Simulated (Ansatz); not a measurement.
Si:
```xyz
8
Lattice="-3.3237 3.3237 3.3237 3.3237 -3.3237 3.3237 3.3237 3.3237 -3.3237" Properties=species:S:1:pos:R:3 pbc="T T T"
Si     0.6695     0.6695     0.6695
Si    -0.6695     2.6542     0.6695
Si     0.6695    -0.6695     2.6542
Si     2.6542     0.6695    -0.6695
Si     2.6542     2.6542     2.6542
Si     0.6695     3.9932    -0.6695
Si    -0.6695     0.6695     3.9932
Si     3.9932    -0.6695     0.6695
```

Relaxed with r²SCAN. Special points in fractions of this cell's reciprocal vectors: Γ (0.000, 0.000, 0.000); H (0.500, -0.500, 0.500); N (0.000, 0.000, 0.500); P (0.250, 0.250, 0.250).

Question: List the band energies nearest the Fermi level at these points for r²SCAN in the plane-wave PAW code Ansatz.

Answer: In eV from the Fermi level; about four levels below and three above (degenerate sets whole), none deeper than 8.9 eV; points with the same levels are listed once.

```
k                                below                above
-  -----------------------------------  -------------------
Γ  -4.23 -4.23 -4.23 -1.57 -1.57 -0.98       1.85 1.85 1.85
H              -2.74 -2.74 -2.74 -0.43       0.07 0.07 0.07
N              -2.33 -2.33 -1.45 -1.45  0.55 0.55 2.28 2.28
P              -3.27 -3.27 -3.27 -3.27  2.42 2.42 2.42 2.42
```

Space group Ia-3. The workflow started from an entry of the Crystallography Open Database (COD), which files this formula under 3 space groups. It is not the phase usual at ambient conditions (space group No. 227). The r²SCAN relaxation kept the symmetry of its start; its stability against distortions is not shown here. The Fermi level of a semimetal is unsure by some 0.05 eV on such meshes.

Potentials: the later of the program's two PAW sets.
